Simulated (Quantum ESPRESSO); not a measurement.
# Kohn-Sham bands of CsSnBr$_{3}$ (cubic perovskite)

```xyz
5
Lattice="5.8390 0.0000 0.0000 0.0000 5.8390 0.0000 0.0000 0.0000 5.8390" Properties=species:S:1:pos:R:3 pbc="T T T"
Cs     0.0000     0.0000     0.0000
Sn     2.9195     2.9195     2.9195
Br     2.9195     0.0000     2.9195
Br     0.0000     2.9195     2.9195
Br     2.9195     2.9195     0.0000
```

Cell from Materials Project (mp-27214), symmetrised, no further relaxation. Not found in the COD (Crystallography Open Database) copy used; not checked further. Method: LDA plane waves in Quantum ESPRESSO 7.5 (PseudoDojo norm-conserving files, 58 Ry, no spin polarisation, no spin-orbit coupling), Bloch states on a 6×6×6 mesh through Γ, Wannier90 4.0.1. Density: 6×6×6 mesh, Gaussian smearing 0.01 Ry. Spin-orbit coupling is left out although heavy elements are present.

Energies are relative to the valence-band maximum; weights are on the orthonormalised atomic waves of the pseudopotential files, averaged over the group. 44 electrons a cell are treated as valence.

Problem. Into which isolated groups do the bands fall, where do they lie and what are they made of?

Solution. 
| bands | from (eV) | to (eV) | filling | weight on atomic waves |
|---|---|---|---|---|
| 1–6 | -22.14 | -21.95 | filled | Sn 4d 83 %, Cs 5s 17 % |
| 7–9 | -15.56 | -15.03 | filled | Br 4s 92 %, Sn 5p 5 % |
| 10–13 | -8.91 | -6.34 | filled | Cs 5p 74 %, Sn 5s 16 %, Br 4p 8 % |
| 14–22 | -5.15 | 0.00 | filled | Br 4p 87 %, Sn 5p 7 % |

The Kohn-Sham gap over both meshes and the path is 0.45 eV.
